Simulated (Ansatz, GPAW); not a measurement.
Given: the input of a run of GPAW 26.7.0 (ASE script) on HfIn4SiO6. The cell comes from a database or a generator and needn't be the stable form of this composition.

Contents of run.py:

```python
from ase import Atoms
from ase.dft.bandgap import bandgap
from ase.io import write
from ase.units import GPa
from gpaw import GPAW, PW

atoms = Atoms(['Hf', 'In', 'In', 'In', 'In', 'Si', 'O', 'O', 'O', 'O', 'O', 'O'],
              cell=[[2.71585, -4.70357, 0.00833],
                    [2.71585, 4.70357, 0.00833],
                    [-1.87915, 0.0, 7.40127]],
              scaled_positions=[[0.78835, 0.21165, 0.0],
                                [0.62175, 0.37825, 0.5],
                                [0.45502, 0.54498, 0.0],
                                [0.28407, 0.71593, 0.5],
                                [0.95814, 0.04186, 0.5],
                                [0.12168, 0.87832, 0.0],
                                [0.06219, 0.11415, 0.86666],
                                [0.88585, 0.93781, 0.13334],
                                [0.7949, 0.53784, 0.86663],
                                [0.46216, 0.2051, 0.13337],
                                [0.15352, 0.62879, 0.13333],
                                [0.37121, 0.84648, 0.86667]],
              pbc=True)

calc = GPAW(mode=PW(800),
            xc='PBE',
            kpts={'size': (3, 3, 2), 'gamma': True},
            occupations={'name': 'fermi-dirac', 'width': 0.05},
            nbands=83,
            convergence={'density': 1e-05, 'energy': 1e-05},
            maxiter=150,
            txt='gpaw.txt')
atoms.calc = calc
energy = atoms.get_potential_energy()
forces = atoms.get_forces()
stress = atoms.get_stress()
calc.write('gs.gpw')
write('result.traj', atoms)
print(f'Energy: {energy:.6f} eV')
print('Forces (eV/A):')
print(forces.round(4))
print('Stress (GPa):', (stress / GPa).round(3))
print('Fermi level:', round(calc.get_fermi_level(), 4), 'eV')
print(f'Gap: {bandgap(calc)[0]:.4f} eV, direct: {bandgap(calc, direct=True)[0]:.4f} eV')
```

Potentials or basis: GPAW PAW data sets (gpaw-data 1.2.1), pw.

Command:

```console
$ OMP_NUM_THREADS=1 python run.py
```

**Question.** What does the same run look like in Ansatz 0.2.0? Potentials or basis there: all-electron LAPW, scalar-relativistic.

**Answer.** As run (cutoffs and basis follow the program's own potentials, and thresholds, step limits or extra output files can differ):

The input input.yaml:

```yaml
crystal:
  lattice:
    - [2.71585, -4.70357, 0.00833]
    - [2.71585, 4.70357, 0.00833]
    - [-1.87915, 0.0, 7.40127]
  atoms:
    - { symbol: Hf, position: [0.78835, 0.21165, 0.0] }
    - { symbol: In, position: [0.62175, 0.37825, 0.5] }
    - { symbol: In, position: [0.45502, 0.54498, 0.0] }
    - { symbol: In, position: [0.28407, 0.71593, 0.5] }
    - { symbol: In, position: [0.95814, 0.04186, 0.5] }
    - { symbol: Si, position: [0.12168, 0.87832, 0.0] }
    - { symbol: O, position: [0.06219, 0.11415, 0.86666] }
    - { symbol: O, position: [0.88585, 0.93781, 0.13334] }
    - { symbol: O, position: [0.7949, 0.53784, 0.86663] }
    - { symbol: O, position: [0.46216, 0.2051, 0.13337] }
    - { symbol: O, position: [0.15352, 0.62879, 0.13333] }
    - { symbol: O, position: [0.37121, 0.84648, 0.86667] }
kpoints:
  mp_grid: { grid: [3, 3, 2] }
scf:
  occupations: { method: fermi_dirac, width: 0.05 }
hamiltonian:
  xc: pbe
  pseudopotentials: { kind: all_electron, lapw: { basis_error: 0.005 } }
output:
  forces: true
  stress: true
  eigenvalues: true
```

Potentials or basis: all-electron LAPW, scalar-relativistic.

The run is started by

```sh
$ ansatz run input.yaml --threads 8 --pin off --max-ram 24576MiB --backend cpu --events-out ev --progress --plain --runs-dir out
```

Both were run:

|  | GPAW | Ansatz |
| --- | --- | --- |
| Pressure | 0.3 GPa | 0.1 GPa |

Where Ansatz's input types no cutoff or centring, it takes its own default and a Γ-centred mesh.

Pressure is positive in compression.

The k mesh is coarse, so the values aren't converged.
